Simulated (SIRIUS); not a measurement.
A self-consistent single point of Nb (P1, 7 atoms in the cell; from Materials Project mp-1104341, changed as shown).

```
CELL_PARAMETERS angstrom
      2.77975     0.00000     0.00000
      0.16085     4.66689     0.00000
      0.75899     1.89681     9.73608
ATOMIC_POSITIONS crystal
  Nb 0.64366 0.21152 0.58666
  Nb 0.35250 0.78222 0.42875
  Nb 0.93924 0.65044 0.71360
  Nb 0.06076 0.34956 0.28640
  Nb 0.22321 0.07763 0.85667
  Nb 0.77679 0.92237 0.14333
  Nb 0.50000 0.50000 0.00000
```

Computed with PBEsol, GBRV PBEsol ultrasoft pseudopotentials (plane waves; SIRIUS).

SIRIUS settings:

| setting | value |
|---|---|
| parameters.ngridk | 5 3 2 |
| parameters.xc_functionals | [XC_GGA_X_PBE_SOL, XC_GGA_C_PBE_SOL] |
| parameters.gk_cutoff | 6.325 1/bohr |
| parameters.pw_cutoff | 14.143 1/bohr |
| parameters.smearing | gaussian |
| parameters.smearing_width | 0.00734986 Ha |
| potentials | GBRV PBEsol ultrasoft pseudopotentials |
| parameters.electronic_structure_method | pseudopotential |
| parameters.num_bands | 55 |
| parameters.num_mag_dims | 0 |
| parameters.num_dft_iter | 100 |
| parameters.energy_tol | 1e-07 Ha |
| parameters.density_tol | 1e-06 |
| mixer.type | anderson |
| mixer.beta | 0.5 |
| mixer.use_hartree | true |

Results:

```
Quantity                                                   Value
------------------------------------------------  --------------
Number of valence electrons                                   91
Number of bands                                               55
Number of k-points after the program's reduction              16
Number of plane waves (most at a k-point)                   3653
Number of SCF iterations                                      23
FFT grid                                            27 × 45 × 90
Free energy E − TS                                -11231.1162 eV
Fermi level (on the code's own zero)                    17.85 eV
Pressure                                               -4.11 GPa
Largest force (vector length)                         1.194 eV/Å
```

Forces (eV/Å):
```json
[
 {"atom": "Nb1", "Fx": "-0.019", "Fy": "-0.101", "Fz": "-1.189"},
 {"atom": "Nb2", "Fx": "0.034", "Fy": "0.046", "Fz": "0.264"},
 {"atom": "Nb3", "Fx": "-0.054", "Fy": "-0.031", "Fz": "0.320"},
 {"atom": "Nb4", "Fx": "-0.048", "Fy": "0.056", "Fz": "0.213"},
 {"atom": "Nb5", "Fx": "-0.131", "Fy": "-0.033", "Fz": "0.337"},
 {"atom": "Nb6", "Fx": "0.128", "Fy": "0.042", "Fz": "0.031"},
 {"atom": "Nb7", "Fx": "0.090", "Fy": "0.021", "Fz": "0.026"}
]
```

Stress (GPa, positive for compression):
```
-0.14  -2.03   0.58
-2.03  -5.59   2.31
 0.58   2.31  -6.59
```

For comparison: a first run was changed to give this one (atom 1 moved by +0.15 angstrom along z), and from it to this one the free energy goes up by 12.9 meV/atom, the pressure goes from -4.48 to -4.11 GPa and the largest force goes from 0.076 to 1.194 eV/Å.

Forces above 1 eV/Å remain at this geometry. The structure comes from a collection of computed structures, made at another level of theory; the collection holds predicted forms beside known ones. Its lattice was then scaled. No clean gap shows at this smearing width and mesh (spacing up to 0.46 Å⁻¹); the mesh is coarse for partly filled bands, so the values carry mesh errors.

Cost on one core: around 90 core-seconds (rough).
